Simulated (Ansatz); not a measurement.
CsPbBr₃:
```yaml
crystal:
  lattice:
    - [5.76354, 0.00000, 0.00000]
    - [0.00000, 5.76354, 0.00000]
    - [0.00000, 0.00000, 5.76354]
  atoms:
    - { symbol: Cs, position: [0.00000, 0.00000, 0.00000] }
    - { symbol: Pb, position: [0.50000, 0.50000, 0.50000] }
    - { symbol: Br, position: [0.00000, 0.50000, 0.50000] }
    - { symbol: Br, position: [0.50000, 0.50000, 0.00000] }
    - { symbol: Br, position: [0.50000, 0.00000, 0.50000] }
```

Relaxed with LDA.

Decompose the optical modes at the zone centre into irreducible representations, and say which are infrared and Raman allowed.

Point group m-3m: Γ_opt = 3T1u + T2u. Infrared: T1u. Raman: none.

Assign frequencies (DFPT, plane-wave PAW LDA (Ansatz code); without the LO–TO term).

T1u 18i, T2u 10, T1u 37, T1u 122 cm⁻¹.

Space group Pm-3m (cubic perovskite). This is a known high-temperature phase of the composition, computed here at zero pressure and temperature. The LDA relaxation kept the symmetry of its start; of distortions, only those at the zone centre were tested, and some modes there are weakly imaginary. Scalar-relativistic: spin–orbit coupling is off unless named, which matters more the heavier the elements.

Potentials: the later of the program's two PAW sets.
